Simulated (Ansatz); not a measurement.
Input:

SiC:
```cif
data_C2Si2
_chemical_formula_sum 'Si2 C2'
_space_group_name_H-M_alt 'P 1'
_space_group_IT_number 1
_cell_length_a 3.07588
_cell_length_b 3.07588
_cell_length_c 5.04757
_cell_angle_alpha 90.000
_cell_angle_beta 90.000
_cell_angle_gamma 120.000
loop_
_space_group_symop_operation_xyz
  'x, y, z'
loop_
_atom_site_label
_atom_site_type_symbol
_atom_site_fract_x
_atom_site_fract_y
_atom_site_fract_z
_atom_site_occupancy
Si1 Si 0.66667 0.33333 0.00051 1
Si2 Si 0.33333 0.66667 0.50051 1
C1 C 0.66667 0.33333 0.62469 1
C2 C 0.33333 0.66667 0.12469 1
```

This is the PBEsol-relaxed structure.

Question: All from PBEsol in the plane-wave PAW code Ansatz, unless another level is named. Predict the electronic dielectric constant ε∞ (DFPT).

Answer: 7.02 (xx = yy), 7.39 (zz).

Question: Give the Born charges (a third of the trace).

Answer: Si +2.75, C -2.75 e.

Question: Predict the largest static χ(2) component.

Answer: 13 pm/V.

Space group P6_3mc (wurtzite). The PBEsol relaxation kept the symmetry of its start.

Potentials: the later of the program's two PAW sets.
